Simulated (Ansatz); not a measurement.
A: Zr (hcp, Mg type), a = b = 3.2459 Å, c = 5.1512 Å, α = β = 90.00°, γ = 120.00°
B: Ga$_{2}$O$_{3}$ (corundum), a = 4.985 Å, b = 4.985 Å, c = 13.441 Å, α = 90.00°, β = 90.00°, γ = 120.00°
C: ZrO2 (tetragonal-ZrO2 type, space group P4_2/nmc), a = b = 3.6011 Å, c = 5.2301 Å, α = β = γ = 90.00°

Scan: energy against volume (even scaling of the relaxed cell, symmetry kept). All come from one method, each on a k mesh of its own. All were relaxed with their symmetry unable to fall. The PAW data are Ansatz's earlier set. This is a high-temperature form of ZrO2. Zr is run without spin polarisation. ZrO2 is run without spin polarisation.

Task: Put the candidates in order of bulk modulus at fixed cell shape (fitted), highest first, for r2SCAN (plane waves to 500 eV, PAW, scalar-relativistic; Ansatz, an electronic-structure program).

Result: B (235 GPa), C (194 GPa), A (95.5 GPa)

(A scan under strain: stresses follow from slopes of the energy per volume, elastic moduli from its curvatures.)
